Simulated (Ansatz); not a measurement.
TiAl (CsCl type, Pm-3m), DFT-r²SCAN in the program Ansatz with PAW potentials, all energies at zero smearing, with the estimated change up to a 700 eV cutoff added, with one set of potentials and settings (totals compare only within such a set). Cell of 2 atoms (1 Ti, 1 Al): -3045.410 eV.

```
element              reference phase  E (eV/atom)
-------  ---------------------------  -----------
Ti       P6/mmm, 3 atoms in the cell   -2504.3896
Al        Fm-3m, 1 atoms in the cell    -540.4083
```

Formation energy per atom, worked out: (-3045.410 − 1×(-2504.3896) − 1×(-540.4083))/2 = -0.306 eV/atom (-30 kJ per mol of atoms), at 0 K, without zero-point energy or fitted corrections.

The first step of the workflow began from a Materials Project structure, measured or hypothetical; the Crystallography Open Database copy checked does not list it. It is not the phase usual at ambient conditions (space group No. 123). The r²SCAN relaxation kept the symmetry of its start; whether a distortion lowers the energy is not shown. No spin polarisation was allowed. The references are the lowest solids computed at this level, not always the standard phases.

Potentials: the later of the program's two PAW sets.
